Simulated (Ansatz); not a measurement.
Cr: from a starting cell to a relaxed one

The start is a generated cell, Cr placed in the bcc structure type. A full variable-cell relaxation at zero pressure is run with r2SCAN (plane waves to 500 eV, PAW, scalar-relativistic; Ansatz, an electronic-structure program). The first steps use a 23×23×23 k-mesh.

The start:
```yaml
crystal:
  lattice:
    - [-1.44000, 1.44000, 1.44000]
    - [1.44000, -1.44000, 1.44000]
    - [1.44000, 1.44000, -1.44000]
  atoms:
    - { symbol: Cr, position: [0.00000, 0.00000, 0.00000] }
```
Spin-polarised start, with parallel moments on Cr.

Problem. How large is the pressure on the unrelaxed cell, and of which sign?

Solution. -13.2 GPa (negative: the cell is under tension).

Problem. Is the relaxed structure metallic? Give its gap.

Solution. No gap (metallic).

Problem. What magnetic moments remain?

Solution. Zero (the starting moments vanished).

Problem. What does it relax into? Give the structure.

Solution. 
Space group Im-3m (No. 229); a = b = c = 2.8293 Å, α = β = γ = 90.00°

```
atom  site  symmetry       x       y       z
----  ----  --------  ------  ------  ------
Cr      2a      m-3m  0.0000  0.0000  0.0000
```
(The calculation used a cell of 1 atom; values per cell refer to that cell.)

The space group stays Im-3m (No. 229) (the run could not lower it); the end is bcc (W type), with 1 atom in the primitive cell. No spin polarisation in the result: the starting moments vanished. A magnetic state may lie lower.

The run could not lose the symmetry of its start.
